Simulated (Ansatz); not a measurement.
A generated cell, not matched to a known phase here, of BiSe: F-43m (No. 216), cF8, zinc blende type; a = b = c = 6.6872 Å, α = β = γ = 90.00°; Se 4d (0.750, 0.750, 0.750); Bi 4a (0.000, 0.000, 0.000). Level of theory: PBEsol (plane waves to 420 eV, PAW, scalar-relativistic; Ansatz, a quantum-chemistry and plane-wave program). Element references, the lowest calculated here: Bi (R-3m), Se (P3₁21).

Total energies (eV/atom, σ → 0; comparable only within this code, potentials and settings):

```
phase          E (eV/atom)
-------------  -----------
BiSe (F-43m)     -8834.232
Bi (R-3m)       -12244.466
Se (P3₁21)       -5424.216
Bi2Se3 (R-3m)    -8152.695
```

**Question.** What is the formation energy of this F-43m form of BiSe from the elements?

**Answer.** E_f = -8834.232 − [1 × (-12244.466) + 1 × (-5424.216)] / 2 = 0.11 eV/atom (0.2 eV per formula unit).

**Question.** How does this cell stand against the other phases calculated?

**Answer.** It lies 0.43 eV/atom above their hull: BiSe → 0.33 Bi + 0.33 Bi2Se3 (Bi2Se3 R-3m, Bi R-3m) releases that much. A lower structure of this composition may exist.

This is the hull of the energies calculated here, no anion corrections; phases that were not calculated are missing from it. Values are rounded to 0.01 eV/atom. Not shown to be the ambient phase of their composition (a lower form may be missing, and a cell relaxed within its start's symmetry can be a saddle point): BiSe (F-43m). Spin-orbit coupling is missing from these energies, which matters for elements this heavy. The compounds carry no spin polarisation.
